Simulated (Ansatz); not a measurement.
## Band structure of BiAs

```yaml
crystal:
  lattice:
    - [0.00000, 3.35285, 3.35285]
    - [3.35285, 0.00000, 3.35285]
    - [3.35285, 3.35285, 0.00000]
  atoms:
    - { symbol: Bi, position: [0.00000, 0.00000, 0.00000] }
    - { symbol: As, position: [0.25000, 0.25000, 0.25000] }
```

Atom numbers follow the list: Bi1, As2.

Conventional cell: a = 6.706 Å, b = 6.706 Å, c = 6.706 Å, α = 90.00°, β = 90.00°, γ = 90.00°. Bi (atom 1) is surrounded by 4 As at 2.90 Å. As (atom 2) has 4 Bi at 2.90 Å as nearest neighbours.

The structure comes from a relaxation in the same program, started in the zincblende type, and has space group F-43m. Whether it is a known phase or the ground state wasn't checked.

Level of theory: DFT, PBE, all-electron LAPW, Dirac equation with spin-orbit coupling in Ansatz 0.2.0.

Settings: a Γ-centred 10×10×10 k mesh, Fermi–Dirac smearing of 0.03 eV, basis error target 1 meV/atom, no spin polarisation.

Points in fractions of the reciprocal vectors of this cell: Γ (0, 0, 0), X (-0.5, -0.5, 0), U (-0.375, -0.375, 0.25), K (-0.375, 0, 0.375), L (0, 0, 0.5), W (-0.5, -0.25, 0.25). The path joins them by straight lines in the order Γ–X–U–K–Γ–L–W–X; legs that retrace an earlier one aren't tabulated. Energies are in eV from the Fermi level.

**Question.** List the levels at X between -20 and 6.5 eV.

**Answer.** -10.49 (×2), -10.33 (×2), -3.61 (×2), -2.98 (×2), -0.39 (×2), -0.27 (×2), 4.13 (×2), 5.16 (×2), 6.18 (×2).

**Question.** List the levels at Γ between -20 and 6.5 eV.

**Answer.** -12.64 (×2), -6.79 (×2), -2.34 (×2), -1.18 (×4), 0.22 (×2), 1.54 (×4), 4.13 (×2).

**Question.** List the levels at L between -20 and 6.5 eV.

**Answer.** -11.54 (×2), -9.12 (×2), -2.97 (×2), -2.21 (×2), -1.97 (×2), 1.64 (×2), 2.53 (×2), 4.18 (×2), 6.05 (×2).

**Question.** What is the band gap?

**Answer.** none: bands cross the Fermi level, a metal.
